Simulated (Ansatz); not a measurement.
An Ansatz input (plane waves, PAW) for Sn₂Ru (MoSi2-type structure) that has something wrong with it:

```yaml
crystal:
  lattice:
    - [-1.578988828, 1.578988828, 6.0109680368]
    - [1.578988828, -1.578988828, 6.0109680368]
    - [1.578988828, 1.578988828, -6.0109680368]
  atoms:
    - { symbol: Ru, position: [0.0, 0.0, 0.0] }
    - { symbol: Sn, position: [0.3621263519, 0.3621263519, 0.0] }
    - { symbol: Sn, position: [0.6378736481, 0.6378736481, 0.0] }
basis:
  ecutwfc: 420
  ecutrho_ratio: 4
kpoints:
  mp_grid: { grid: [1, 1, 1] }
hamiltonian:
  xc: pbesol
scf:
  occupations: { method: gaussian, width: 0.05 }
  max_iter: 100
output:
  forces: true
  stress: true
```

Launched as:
```sh
ansatz run input.yaml --threads 4 --pin off --max-ram 4096MiB --backend cpu --events-out ev --progress --plain --runs-dir out
```

What the program printed:

```
SCF iter   1: F=—  HF=-17722.420142 eV  |F-HF|=—  |Δ(HF+E_count)|=         —  Δρ=1.20e-1  dr2=2.29e1  ethr=1.77e-3  ⟨swp⟩=6.0  Hψ=114  notcnv=0
SCF iter   2: F=—  HF=-17718.451303 eV  |F-HF|=—  |Δ(HF+E_count)|=    3.97e0  Δρ=8.37e-2  dr2=3.92e0  ethr=1.77e-3  ⟨swp⟩=4.0  Hψ=73  notcnv=0
SCF iter   3: F=—  HF=-17717.861560 eV  |F-HF|=—  |Δ(HF+E_count)|=   5.90e-1  Δρ=2.50e-2  dr2=5.41e-1  ethr=1.77e-3  ⟨swp⟩=3.0  Hψ=61  notcnv=0
SCF iter   4: F=—  HF=-17717.766319 eV  |F-HF|=—  |Δ(HF+E_count)|=   9.52e-2  Δρ=1.61e-2  dr2=4.25e-1  ethr=1.23e-3  ⟨swp⟩=4.0  Hψ=63  notcnv=0
SCF iter   5: F=—  HF=-17717.729488 eV  |F-HF|=—  |Δ(HF+E_count)|=   3.68e-2  Δρ=9.37e-3  dr2=1.51e-1  ethr=9.65e-4  ⟨swp⟩=2.0  Hψ=33  notcnv=0
SCF iter   6: F=—  HF=-17717.710416 eV  |F-HF|=—  |Δ(HF+E_count)|=   1.91e-2  Δρ=2.73e-3  dr2=1.41e-2  ethr=3.44e-4  ⟨swp⟩=2.0  Hψ=33  notcnv=0
SCF iter   7: F=—  HF=-17717.708494 eV  |F-HF|=—  |Δ(HF+E_count)|=   1.92e-3  Δρ=6.43e-4  dr2=7.82e-4  ethr=3.21e-5  ⟨swp⟩=2.0  Hψ=28  notcnv=0
SCF iter   8: F=—  HF=-17717.708393 eV  |F-HF|=—  |Δ(HF+E_count)|=   1.01e-4  Δρ=6.87e-5  dr2=8.14e-6  ethr=1.78e-6  ⟨swp⟩=2.0  Hψ=31  notcnv=0
SCF iter   9: F=—  HF=-17717.708384 eV  |F-HF|=—  |Δ(HF+E_count)|=   9.23e-6  Δρ=6.21e-6  dr2=1.60e-8  ethr=2.27e-10  ⟨swp⟩=4.0  Hψ=107  notcnv=0
SCF iter  10: F=-17717.708384 eV  HF=-17717.708384 eV  |F-HF|=2.87e-10  |Δ(HF+E_count)|=   1.32e-9  Δρ=1.03e-6  dr2=6.63e-10  ethr=3.64e-11  ⟨swp⟩=2.0  Hψ=92  notcnv=0
```

```
SCF 1 converged in 10 iterations: F = -17717.708384 eV  dr2 = 6.63e-10
SCF converged after 10 iterations
Free energy (F): -17717.708384 eV
E sigma→0 (E₀):  -17717.708384 eV
Fermi energy:    19.237659 eV
--- Forces (eV/Å), atoms counted from 1 ---
  atom   1  Ru     0.00000000     0.00000000     0.00000000
  atom   2  Sn     0.00000000     0.00000000     3.02210692
  atom   3  Sn     0.00000000     0.00000000    -3.02210692
--- Stress (GPa, compression-positive) ---
      -26.490142       0.000000       0.000000
        0.000000     -26.490142       0.000000
        0.000000       0.000000      -1.516653
  P = ⅓ Tr σ = -18.1656 GPa (-181.656 kbar)
```

Question: What is wrong with it?

Answer: One k-point for a small cell. Against the sound input: kpoints.mp_grid.grid: [12, 12, 12] → [1, 1, 1] (the cap on iterations is only a precaution).

The run converged all the same; its pressure of -18 GPa shows the fault against the sound run's. Its energy lies -566 meV/atom from the sound one.  The run before the change (PBEsol, 420 eV, 12×12×12 mesh) gave:

| run | P (GPa) | gap on the mesh (eV) | cell moment (μB) | largest force component (eV/Å) |
| --- | --- | --- | --- | --- |
| sound | 0.0 | metal | – | 0.000 |
| spoiled | -18.2 | 0.97 | – | 3.022 |

The start was a prototype's sites filled with these elements. The Crystallography Open Database lists the compound in space group I4/mcm, so this is a trial structure.
